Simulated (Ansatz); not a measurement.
Clean, relaxed (100) surface of Si2Ni, space group Fm-3m (No. 225) (top face towards +c; atoms held fixed, by place in the list: 1, 2, 3, 4, 5):

```xyz
9
Lattice="3.8123 0.0000 0.0000 0.0000 3.8123 0.0000 0.0000 0.0000 23.7393" Properties=species:S:1:pos:R:3 pbc="T T T"
Si    1.9062    0.0000    8.5000
Si    0.0000    1.9062    8.5000
Ni    1.9062    1.9062    9.8479
Si    0.0000    1.9062   11.1957
Si    1.9062    0.0000   11.1957
Ni    0.0000    0.0000   12.4729
Si    1.9062    0.0000   13.9102
Si    0.0000    1.9062   13.9102
Ni    1.9062    1.9062   15.0337
```

Theory: DFT PBEsol, scalar-relativistic, plane waves, PAW (Ansatz). Cutoff 420 eV; k points 8×8×1 on the computed 9-atom cell (Γ-centred); Gaussian smearing, width 0.10 eV; no spin polarisation. The cell repeats along c with a dipole correction in the vacuum.

E_ads counts from the clean slab and the free adsorbate (spin-polarised where it has unpaired electrons); negative means bound. With the adsorbate the cell is lengthened along c to keep the vacuum.

Q: Ge (atom) is put on the top face (one adsorbate per 14.5 Å²) at each of these sites and relaxed. Order them from strongest to weakest binding.
A. hollow (over Si) at (0.50, 0.00)
B. top (Ni) at (0.50, 0.50)
C. hollow (Ni-Ni) at (0.00, 0.00)

A: A (-4.43 eV), C (-4.03 eV), B (-2.90 eV).

Each end is the local minimum or symmetric point that its start leads to. The slab is only 6.7 Å thick, so the energies aren't converged with thickness.

For at least one of the starts the bottom face's work function also shifts by over 0.1 eV: the slab is too thin to screen the adsorbate, so the work functions aren't converged with thickness.

Spin polarisation was left out, and a magnetic state may lie lower.